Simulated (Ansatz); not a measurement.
**Co**

```
Co
1.0
     2.49539    0.00000    0.00000
    -1.24770    2.16107    0.00000
     0.00000    0.00000    4.03175
Co
2
Direct
  0.33333 0.66667 0.25000
  0.66667 0.33333 0.75000
```

Atom numbers follow the list: Co1, Co2.

The cell was built from the hcp type and relaxed in the same program, and has space group P6_3/mmc; it needn't be a known or the stable phase.

All numbers are computed: DFT, PBE, all-electron LAPW, scalar-relativistic (Ansatz 0.2.0); DFT, PBE, all-electron PAW with datasets made for the crystal, scalar-relativistic (Ansatz 0.2.0).

For LAPW: a Γ-centred 17×17×9 k mesh, Fermi–Dirac smearing of 0.05 eV, basis error target 0.25 meV/atom, spin-polarised from start moments Co1 2, Co2 2 μB. The crystal-made all-electron datasets (AE datasets) take a cutoff of 320 eV at this cell. The Ansatz runs share mesh, smearing and spin set-up. Values come from LAPW unless marked.

- Contact hyperfine fields (crystal-made datasets): Co1 -26.1 T, core polarisation included, positive along the moment of the spin-up electrons
- Volume per atom: 10.87 Å³

Give the computed value. Moments in the spheres.

Co1 1.68 μB.

Predict this quantity. Band gap.

none: bands cross the Fermi level, a metal.

Give the computed value. Pressure at this cell.

-0.12 GPa.

Moment of the cell: what does the calculation give?

3.25 μB.

Predict this quantity. Density of states at the Fermi level (0.2 eV bin).

1.79 states/eV per cell.
